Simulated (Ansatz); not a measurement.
**YbAl4Mo2: Al vacancy**

All numbers are calculated (PBEsol, no spin polarisation, no spin-orbit coupling; Ansatz, PAW set soft_2, 420 eV, k-mesh 3×3×3), not measured.

The relaxed host crystal (no gap at this level of theory):

```yaml
crystal:
  lattice:
    - [-3.34369, 3.34369, 2.63346]
    - [3.34369, -3.34369, 2.63346]
    - [3.34369, 3.34369, -2.63346]
  atoms:
    - { symbol: Al, position: [0.30438, 0.30438, 0.60875] }
    - { symbol: Al, position: [0.69562, 0.30438, 0.00000] }
    - { symbol: Al, position: [0.30438, 0.69562, 0.00000] }
    - { symbol: Al, position: [0.69562, 0.69562, 0.39125] }
    - { symbol: Mo, position: [0.25000, 0.75000, 0.50000] }
    - { symbol: Mo, position: [0.75000, 0.25000, 0.50000] }
    - { symbol: Yb, position: [0.00000, 0.00000, 0.00000] }
```

Supercell of 28 atoms, rows of the matrix [[1,2,1],[-2,-1,-1],[0,-1,1]] times the cell vectors; Al vacancy at (0.304, 0.304, 0.609) in fractions of the cell above. Atoms are relaxed at the host's cell, from a start shaken by 0.03 Å near the defect.

Distances from the empty Al site (Å), by shell of the perfect crystal:

| shell | perfect crystal | relaxed, charge 0 |
| --- | --- | --- |
| 2 Al | 2.62 | 2.49 |
| 4 Mo | 2.75 | 2.78 |
| 2 Al | 2.83 | 2.83 |
| 1 Yb | 2.88 | 2.46 |

```csv
charge,gap of the cell on the mesh (eV)
0,0.00
```

Formation energy of the neutral defect: 2.66 eV, taking atoms from and to the elements' standard states (no corrections for gases), so it belongs to those chemical potentials alone.

Caveats: 4f shell without a U, which puts 4f levels too near the Fermi level; small supercell, so energies and levels can be off by tenths of an eV; one random start near the defect, so other minima are possible.
